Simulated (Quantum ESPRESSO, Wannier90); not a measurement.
CuI (P4/nmm): Wannier90 run

Structure: Materials Project mp-22863, symmetrised, not relaxed again. Not found in the COD (Crystallography Open Database) copy used, which has the formula in other groups; not checked further. Computed values, not measurements, from PBEsol: Quantum ESPRESSO (norm-conserving PseudoDojo potentials, cutoff 74 Ry, no spin polarisation, no spin-orbit coupling) on a Γ-centred 8×8×6 mesh, then Wannier90. Density: 8×8×6 mesh, cold smearing 0.01 Ry. A non-magnetic state is assumed, with no Hubbard U; filled 3d bands tend to lie too high at this level. The cell is built of weakly bound layers, chains or molecules, whose nearest atoms lie 4.30 Å apart. Database cells relaxed without dispersion often hold them too far apart, which can enlarge gaps and weakens couplings between them; spacing and stacking were not compared with the measured crystal. Spin-orbit coupling is left out although heavy elements are present.

```
begin unit_cell_cart
ang
    4.0902000000    0.0000000000    0.0000000000
    0.0000000000    4.0902000000    0.0000000000
    0.0000000000    0.0000000000    6.5514600000
end unit_cell_cart
mp_grid = 8 8 6
```

Neighbour vectors b of the finite-difference formula (Å⁻¹), by shell:

```csv
shell,b_x,b_y,b_z
1,0.00000,0.00000,0.15984
1,0.00000,0.00000,-0.15984
2,0.00000,0.19202,0.00000
2,0.19202,0.00000,0.00000
2,0.00000,-0.19202,0.00000
2,-0.19202,0.00000,0.00000
```

**Question.** Find the weights w_b from the completeness condition Σ_b w_b b_α b_β = δ_αβ.

**Answer.** Shell 1: Σ b_x² = 0.000, Σ b_y² = 0.000, Σ b_z² = 0.051 Å⁻²
Shell 2: Σ b_x² = 0.074, Σ b_y² = 0.074, Σ b_z² = 0.000 Å⁻²
Each of the three diagonal sums, weighted, has to give 1 and the off-diagonal ones 0, which holds for w_1 = 19.6 Å², w_2 = 13.6 Å². Check on xx: 19.57×0.000 + 13.56×0.074 = 1.00.

On this mesh the 10 functions of bands 17-26 (bands 17-26; start: atomic waves Cu 3d, conv_tol = 1.0e-6) end with spreads 1.5199, 2.5936, 2.5936, 2.3858, 1.6883, 1.5199, 2.5936, 2.5936, 2.3858, 1.6883 Å², Ω_I = 20.1679 Å² and Ω_D = 0.2047 Å².

Ω_total is the sum of the spreads, 21.562 Å². Ω_OD = Ω_total − Ω_I − Ω_D = 1.190 Å². Only (Ω_D + Ω_OD)/Ω_total = 6.5 % depends on the gauge, and another start could lower the total by that share at most. The rms radius is √(Ω_total/10) = 1.47 Å.
